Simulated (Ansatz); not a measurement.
# One input, then a changed one: Mg (bcc type)

First run: DFT, LDA, PAW with Ansatz's default frozen-core files, scalar-relativistic (Ansatz 0.2.0).

Command: `ansatz run input.yaml --threads 1 --pin off --max-ram 2048MiB --backend cpu --events-out ev --progress --plain --runs-dir out` It took 1.6 s on 1 thread of Arm Neoverse V1, with other jobs on the host, peak memory 0.26 GiB.

```yaml
crystal:
  lattice:
    - [-1.6005590804, 1.6005590804, 1.6005590804]
    - [1.6005590804, -1.6005590804, 1.6005590804]
    - [1.6005590804, 1.6005590804, -1.6005590804]
  atoms:
    - { symbol: Mg, position: [0.0, 0.0, 0.0] }
kpoints:
  mp_grid: { grid: [15, 15, 15] }
scf:
  occupations: { method: fermi_dirac, width: 0.08 }
hamiltonian:
  xc: lda
  pseudopotentials: { kind: paw }
output:
  forces: true
  stress: true
  eigenvalues: true
  populations: true
  write_density: true
  write_potential: true
  elf: true
  volumetric_format: npy
```

The cell comes from a relaxation on PAW files under the same functional, begun from a prototype that needn't be the stable phase.

This run: volume at 0.76 of the series' base cell.

It converges in 6 SCF iterations at a pressure of 18.40 GPa, cutoff 420 eV.

The input is then changed:

```diff
 scf:
-  occupations: { method: fermi_dirac, width: 0.08 }
+  occupations: { method: cold, width: 0.001 }
 hamiltonian:
```

Question: What does the second run give?

Answer: It converges in 5 SCF iterations at a pressure of 18.36 GPa, cutoff 420 eV, free energy +3.5 meV/atom against the first run's.
